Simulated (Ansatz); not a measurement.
Total density of states per atom from plane-wave PAW PBEsol (Ansatz code), in 0.25 eV bins, energy from the Fermi level:

(E (eV), states/eV/atom): (-7.85, 0.15); (-7.60, 0.24); (-7.35, 0.39); (-7.10, 0.27); (-6.85, 0.21); (-6.60, 0.31); (-6.35, 0.50); (-6.10, 0.43); (-5.85, 0.34); (-5.60, 0.58); (-5.35, 0.63); (-5.10, 0.62); (-4.85, 0.37); (-4.60, 0.28); (-4.35, 0.28); (-4.10, 0.31); (-3.85, 0.28); (-3.60, 0.20); (-3.35, 0.20); (-3.10, 0.21); (-2.85, 0.29); (-2.60, 0.31); (-2.35, 0.25); (-2.10, 0.23); (-1.85, 0.22); (-1.60, 0.22); (-1.35, 0.24); (-1.10, 0.28); (-0.85, 0.33); (-0.60, 0.33); (-0.35, 0.29); (-0.10, 0.17); (0.15, 0.02); (0.40, 0.03); (0.65, 0.08); (0.90, 0.13); (1.15, 0.22); (1.40, 0.30); (1.65, 0.30); (1.90, 0.25); (2.15, 0.24); (2.40, 0.23); (2.65, 0.33); (2.90, 0.38); (3.15, 0.26); (3.40, 0.26); (3.65, 0.30); (3.90, 0.26); (4.15, 0.37); (4.40, 0.50); (4.65, 0.62)

Question: Which compound is it?
A. AlC2N, R3m (Al on 3a, N on 3a, C on 3a, C on 3a)
B. YNbN3, cubic perovskite
C. C, P6_222 (C on 3c)
D. YN, CsCl type

Answer: A, AlC2N, R3m (Al on 3a, N on 3a, C on 3a, C on 3a). Within 0.5 eV of the Fermi level: C 2p 61 %, N 2p 28 %. Projections are on Löwdin-orthogonalised atomic valence shells; empty p or d shells of many metals are not among them.

The start of the workflow was typed in or built on a structure type; neither database checked (COD, Materials Project) lists it. Whether it is the stable phase at ambient conditions was not checked. The PBEsol relaxation kept the symmetry of its start. At this level the phase is dynamically unstable (imaginary phonons). Its formation energy is positive at this level, so the cell may be metastable or incomplete.

Potentials: the earlier of the program's two PAW sets. The files were generated under PBE; for other functionals the program regenerates the frozen cores, and for LDA and PBEsol the local potential too.
